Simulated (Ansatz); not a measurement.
Notes on InSb2S4Br

```
In Sb S Br
1.0
     0.00000    3.92240    0.00000
    10.23304   -1.96120    0.00000
    -4.47572    1.96120  -10.33114
In Sb S Br
2 4 8 2
Direct
  0.33668 0.10714 0.43378
  0.66332 0.89286 0.56622
  0.04659 0.31008 0.21690
  0.95341 0.68992 0.78310
  0.70494 0.31292 0.90304
  0.29506 0.68708 0.09696
  0.21230 0.07640 0.65180
  0.78770 0.92360 0.34820
  0.31950 0.50750 0.86850
  0.68050 0.49250 0.13150
  0.10130 0.17790 0.97530
  0.89870 0.82210 0.02470
  0.46340 0.13900 0.21220
  0.53660 0.86100 0.78780
  0.89602 0.32676 0.53472
  0.10398 0.67324 0.46528
```

Single point in Ansatz 0.2.0 with PBEsol, no spin polarisation. Cutoff 420 eV, PAW datasets, 5×5×5 Γ-centred k mesh, fermi-dirac filling (width 0.1 eV).

**Forces.** The largest is on Sb6 (and as large on other atoms): 0.25 eV/Å, components (-0.09, 0.00, 0.24). It makes 3° with the line to a nearest neighbour, S9 at 2.50 Å, pointing towards it.
**Contacts.** Sb–S at 2.50 Å: least valence density 0.54 e/Å³ and ELF 0.54 there. In–S at 2.60 Å: least valence density 0.39 e/Å³ and ELF 0.34 there. In–Br at 2.86 Å: least valence density 0.25 e/Å³ and ELF 0.27 there. These are pseudo-fields; inside the PAW spheres they differ from the all-electron ones.
**Band edges.** Within 0.7 eV of the edges, the states project mainly on S p (75 %) below the gap and on Sb p (43 %), S p (25 %) and In s (13 %) above it.
**Electronic structure.** The gap on the k mesh is 1.40 eV; the mesh may miss the band edges, so the true gap of this level can be smaller.

Origin: a database entry at a rescaled volume. Caveats: an odd or shifted mesh can miss the band edges, so this level's true gap may be smaller; no spin-orbit coupling, which can shift this gap by tenths of an eV.
